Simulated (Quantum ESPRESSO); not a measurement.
## Ru2Ga3Al2Mg (input and log of a self-consistent run)

Computed values, not a measurement. The program is pw.x of Quantum ESPRESSO 7.5 (plane-wave density functional theory). The cell is made up: eight metal atoms on a face-centred cubic lattice, with elements, volume, strain and displacements drawn at random and not relaxed, so it may be unstable or far from any real phase. PseudoDojo standard norm-conserving files set the functional (PBE unless stated); there is no spin polarisation or spin-orbit coupling, the Fermi-Dirac width of 0.25 eV means electrons at about 2900 K, and the masses in the input are unused placeholders. A spin test at this wide smearing found no moment, but such smearing suppresses magnetism that the real alloy may have.

Input:

```
&control calculation='scf', pseudo_dir='./dojo.nc.sr.pbe.v0_5.standard.upf', outdir='./o', disk_io='minimal', tprnfor=.true., tstress=.true. /
&system ibrav=0, nat=8, ntyp=4, nbnd=54, ecutwfc=84.00895049, nosym=.true., tot_charge=0,
 occupations='smearing', smearing='fd', degauss=0.0183746611
/
&electrons conv_thr=1.470e-08, electron_maxstep=70, mixing_beta=0.5 /
ATOMIC_SPECIES
Al 1.0 Al.upf
Ga 1.0 Ga.upf
Mg 1.0 Mg.upf
Ru 1.0 Ru.upf
CELL_PARAMETERS angstrom
2.1046 4.2092 2.1046
2.1046 -4.2092 2.1046
4.2092 0.0 -4.2092
ATOMIC_POSITIONS angstrom
Ru -0.0451 0.119 0.0201
Ga 1.9921 -0.2345 -2.0712
Ga 2.127 -2.2918 -0.0002
Al 4.0895 -2.1448 -2.074
Al 2.1934 1.9921 -0.0864
Ga 4.2206 2.0359 -2.1728
Ru 2.1154 -0.0187 2.0783
Mg 4.191 -0.0526 -0.0472
K_POINTS automatic
5 5 4 1 1 1
```

The log is shortened where brackets say so; the opening notice, blank lines, dates and the lines on written files are dropped, and the path of the files is cut. It prints rydbergs, bohrs and kilobars, and counts compression as positive stress. Its total energy is the free energy E - TS of the whole cell.

```
     Program PWSCF v.7.5
     Parallel version (MPI & OpenMP), running on       4 processor cores
     Number of MPI processes:                 4
     Threads/MPI process:                     1
     [start-up lines left out]
     bravais-lattice index     =            0
     lattice parameter (alat)  =       9.7419  a.u.
     unit-cell volume          =    1006.5267 (a.u.)^3
     number of atoms/cell      =            8
     number of atomic types    =            4
     number of electrons       =        87.00
     number of Kohn-Sham states=           54
     kinetic-energy cutoff     =      84.0090  Ry
     charge density cutoff     =     336.0358  Ry
     scf convergence threshold =      1.5E-08
     mixing beta               =       0.5000
     number of iterations used =            8  plain     mixing
     Exchange-correlation= PBE
                           (   1   4   3   4   0   0   0)
     [axes and pseudopotential details left out]
   Cartesian axes
     site n.     atom                  positions (alat units)
         1        Ru     tau(   1) = (  -0.0087485   0.0230835   0.0038990  )
         2        Ga     tau(   2) = (   0.3864256  -0.0454881  -0.4017694  )
         3        Ga     tau(   3) = (   0.4125934  -0.4445612  -0.0000388  )
         4        Al     tau(   4) = (   0.7932773  -0.4160462  -0.4023125  )
         5        Al     tau(   5) = (   0.4254736   0.3864256  -0.0167598  )
         6        Ga     tau(   6) = (   0.8187079   0.3949219  -0.4214777  )
         7        Ru     tau(   7) = (   0.4103433  -0.0036274   0.4031466  )
         8        Mg     tau(   8) = (   0.8129662  -0.0102033  -0.0091558  )
     number of k points=    50  Fermi-Dirac smearing, width (Ry)=  0.0184
                       cart. coord. in units 2pi/alat
        k(    1) = (   0.1990210   0.0000000   0.0459279), wk =   0.0400000
        k(    2) = (   0.3521142   0.0000000  -0.1071652), wk =   0.0400000
     [further k points left out]
     Dense  grid:   104771 G-vectors     FFT dimensions: (  60,  60,  72)
     Estimated max dynamical RAM per process >     298.36 MB
     Estimated total dynamical RAM >       1.09 GB
     Initial potential from superposition of free atoms
     starting charge      86.9847, renormalised to      87.0000
     Starting wfcs are   60 randomized atomic wfcs
     total cpu time spent up to now is        5.7 secs
     per-process dynamical memory:   237.3 Mb
     Self-consistent Calculation
     iteration #  1     ecut=    84.01 Ry     beta= 0.50
     Davidson diagonalization with overlap
     ethr =  1.00E-02,  avg # of iterations =  4.5
     Threshold (ethr) on eigenvalues was too large:
     Diagonalizing with lowered threshold
     Davidson diagonalization with overlap
     ethr =  2.97E-04,  avg # of iterations =  4.4
     total cpu time spent up to now is       27.7 secs
     total energy              =    -991.10670075 Ry
     estimated scf accuracy    <       0.29709964 Ry
     iteration #  2     ecut=    84.01 Ry     beta= 0.50
     Davidson diagonalization with overlap
     ethr =  3.41E-04,  avg # of iterations =  2.5
     total cpu time spent up to now is       37.5 secs
     total energy              =    -990.99103188 Ry
     estimated scf accuracy    <       1.66570258 Ry
     iteration #  3     ecut=    84.01 Ry     beta= 0.50
     Davidson diagonalization with overlap
     ethr =  3.41E-04,  avg # of iterations =  2.1
     total cpu time spent up to now is       46.9 secs
     total energy              =    -991.18613116 Ry
     estimated scf accuracy    <       0.15866480 Ry
     iteration #  4     ecut=    84.01 Ry     beta= 0.50
     Davidson diagonalization with overlap
     ethr =  1.82E-04,  avg # of iterations =  1.4
     total cpu time spent up to now is       55.1 secs
     total energy              =    -991.19797877 Ry
     estimated scf accuracy    <       0.00873844 Ry
     iteration #  5     ecut=    84.01 Ry     beta= 0.50
     Davidson diagonalization with overlap
     ethr =  1.00E-05,  avg # of iterations =  6.4
     total cpu time spent up to now is       66.3 secs
     total energy              =    -991.19316898 Ry
     estimated scf accuracy    <       0.13814182 Ry
     iteration #  6     ecut=    84.01 Ry     beta= 0.50
     Davidson diagonalization with overlap
     ethr =  1.00E-05,  avg # of iterations =  2.1
     total cpu time spent up to now is       75.3 secs
     total energy              =    -991.20064371 Ry
     estimated scf accuracy    <       0.00044181 Ry
     iteration #  7     ecut=    84.01 Ry     beta= 0.50
     Davidson diagonalization with overlap
     ethr =  5.08E-07,  avg # of iterations =  2.6
     total cpu time spent up to now is       84.3 secs
     total energy              =    -991.20068051 Ry
     estimated scf accuracy    <       0.00002935 Ry
     iteration #  8     ecut=    84.01 Ry     beta= 0.50
     Davidson diagonalization with overlap
     ethr =  3.37E-08,  avg # of iterations =  3.7
     total cpu time spent up to now is       94.3 secs
     total energy              =    -991.20068504 Ry
     estimated scf accuracy    <       0.00000477 Ry
     iteration #  9     ecut=    84.01 Ry     beta= 0.50
     Davidson diagonalization with overlap
     ethr =  5.48E-09,  avg # of iterations =  2.1
     total cpu time spent up to now is      103.5 secs
     total energy              =    -991.20068581 Ry
     estimated scf accuracy    <       0.00000069 Ry
     iteration # 10     ecut=    84.01 Ry     beta= 0.50
     Davidson diagonalization with overlap
     ethr =  7.92E-10,  avg # of iterations =  2.1
     total cpu time spent up to now is      112.6 secs
     total energy              =    -991.20068593 Ry
     estimated scf accuracy    <       0.00000008 Ry
     iteration # 11     ecut=    84.01 Ry     beta= 0.50
     Davidson diagonalization with overlap
     ethr =  9.20E-11,  avg # of iterations =  2.6
     total cpu time spent up to now is      122.3 secs
     End of self-consistent calculation
     [lines on levels left out]
!    total energy              =    -991.20068594 Ry
     estimated scf accuracy    <          5.6E-09 Ry
     smearing contrib. (-TS)   =      -0.09226370 Ry
     internal energy E=F+TS    =    -991.10842224 Ry
     The total energy is F=E-TS. E is the sum of the following terms:
     one-electron contribution =    -461.66789788 Ry
     hartree contribution      =     281.26683724 Ry
     xc contribution           =    -213.55820378 Ry
     ewald contribution        =    -597.14915782 Ry
     convergence has been achieved in  11 iterations
     Forces acting on atoms (cartesian axes, Ry/au):
     atom    1 type  4   force =    -0.00198684    0.00698241    0.00305108
     atom    2 type  2   force =     0.00576132    0.01278172    0.00080063
     atom    3 type  2   force =    -0.03049223    0.00252160    0.03291367
     atom    4 type  1   force =     0.05042125   -0.00718133   -0.04104699
     atom    5 type  1   force =    -0.05167651   -0.00390144    0.03775702
     atom    6 type  2   force =     0.02769535   -0.00126587   -0.03170767
     atom    7 type  4   force =    -0.00131502   -0.00120862   -0.00049059
     atom    8 type  3   force =     0.00159267   -0.00872845   -0.00127713
     Total force =     0.111922     Total SCF correction =     0.000276
     Computing stress (Cartesian axis) and pressure
          total   stress  (Ry/bohr**3)                   (kbar)     P=     -136.04
  -0.00088882  -0.00002919   0.00028171         -130.75       -4.29       41.44
  -0.00002919  -0.00098031   0.00004303           -4.29     -144.21        6.33
   0.00028171   0.00004303  -0.00090512           41.44        6.33     -133.15
     init_run     :      5.17s CPU      5.51s WALL (       1 calls)
     electrons    :    115.38s CPU    116.65s WALL (       1 calls)
     forces       :      1.69s CPU      1.73s WALL (       1 calls)
     stress       :      5.32s CPU      5.32s WALL (       1 calls)
     [timing details left out]
     PWSCF        :   2m 7.71s CPU   2m 9.42s WALL
     JOB DONE.
```

In other units: free energy -13485.972 eV for the cell, pressure -13.60 GPa, largest force component 1.329 eV/Å in size. The run took 131 s of wall time with four MPI processes on a shared machine (AMD EPYC, older, virtual cores), so the time is rough. A rerun of this cell at a higher cutoff and on a denser mesh moved values by no more than 0.002 eV in energy, 0.06 GPa in stress and 0.010 eV/Å in force, and a second program with other atomic files agreed on that cell to 2 % rms in force and 0.5 GPa in pressure.